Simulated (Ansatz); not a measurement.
## AgAu: computed property card

AgAu:
Space group R-3m, hexagonal axes (No. 166); a = 2.916 Å, b = 2.916 Å, c = 14.165 Å, α = 90.00°, β = 90.00°, γ = 120.00°

```json
[
 {"atom": "Ag", "site": "3a", "symmetry": "-3m", "x": "0.0000", "y": "0.0000", "z": "0.0000"},
 {"atom": "Au", "site": "3b", "symmetry": "-3m", "x": "0.0000", "y": "0.0000", "z": "0.5000"}
]
```
(The calculation used a cell of 2 atoms; values per cell refer to that cell.)

Space group R-3m (No. 166); conventional cell a = b = 2.916 Å, c = 14.165 Å, α = β = 90.00°, γ = 120.00°.

Method: the program Ansatz at the r²SCAN level (PAW). The cell and atoms are relaxed at this level. Other levels are named where they apply.

**Cell and energy**

```
Property                                                        Value
-----------------------------------------------------  --------------
Volume per atom                                              17.38 Å³
Density                                                   14.56 g/cm³
Formation energy from the elements (no fitted shifts)  -0.059 eV/atom
```

**Electronic structure**

```
Quantity                                                                    Result
------------------------------------  --------------------------------------------
Electronic character                                             metallic (no gap)
Density of states at the Fermi level  0.26 states/eV per atom (mean over ±0.08 eV)
Gap with spin–orbit coupling                                       none (metallic)
```

**Mechanics**

```
Property                             Result
----------------------------------  -------
Bulk modulus (Birch–Murnaghan fit)  128 GPa
Pressure derivative B′                  5.9
```

**Phonons**

```
Property                                        Value
-----------------------------  ----------------------
Highest zone-centre frequency                161 cm⁻¹
Zone-centre stability          no imaginary mode at Γ
```

**Charges**

```
Property                      Value
-------------  --------------------
Bader charges  Ag +0.17, Au -0.17 e
```

The workflow started from a Materials Project entry (that database holds measured and hypothetical structures alike); the Crystallography Open Database copy checked does not list it. With Ag and Au taken as one species the cell has the higher symmetry Fm-3m, so it may be an ordered model of a mixed-site phase. Whether it is the stable phase at ambient conditions was not checked. The cell was relaxed with r²SCAN under the symmetry of its start. No spin polarisation was allowed. As this level gives no gap, phonon frequencies hold no LO–TO term and depend on the k-mesh and smearing (Fermi–Dirac, 0.1 eV here). Axis ratios of metals converge slowly with the k-mesh, so a and c are less sure than the volume. The references are the lowest solids computed at this level, not always the standard phases. Scalar-relativistic: spin–orbit coupling is off unless named, which matters more the heavier the elements.

Potentials: the later of the program's two PAW sets.
